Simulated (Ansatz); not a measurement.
Values for one crystal, relaxed and computed with DFT-PBE in the program Ansatz with PAW potentials; other levels are named.

| Quantity | Result |
|---|---|
| Volume per atom | 13.35 Å³ |
| Electronic character | metallic (no gap) |
| Density of states at the Fermi level | 0.46 states/eV per atom (mean over ±0.08 eV) |
| Pressure derivative B′ | 5.0 |
| Formation energy from the elements (no fitted shifts) | -0.17 eV/atom |
| Bulk modulus (Birch–Murnaghan fit) | 193 GPa |
| Gap with spin–orbit coupling | none (metallic) |

**Question.** Pick the material that matches.
A) AlMo2C, P6_3/mmc (Al on 2d, Mo on 4f, C on 2a)
B) MoP, P-6m2 (Mo on 1a, P on 1d)
C) InMo2N, P6_3/mmc (In on 2d, Mo on 4f, N on 2a)
D) TiAlMo2C2, P6_3/mmc (Mo on 4f, Ti on 2a, Al on 2b, C on 4f)

**Answer.** A, AlMo2C, P6_3/mmc (Al on 2d, Mo on 4f, C on 2a)

The start of the workflow was typed in or built on a structure type; neither database checked (COD, Materials Project) lists it. Whether it is the stable phase at ambient conditions was not checked. The cell was relaxed with PBE under the symmetry of its start; its stability against distortions is not shown here. No spin polarisation was allowed. The references are the lowest solids computed at this level, not always the standard phases. Scalar-relativistic: spin–orbit coupling is off unless named, which matters more the heavier the elements.

Potentials: the earlier of the program's two PAW sets.
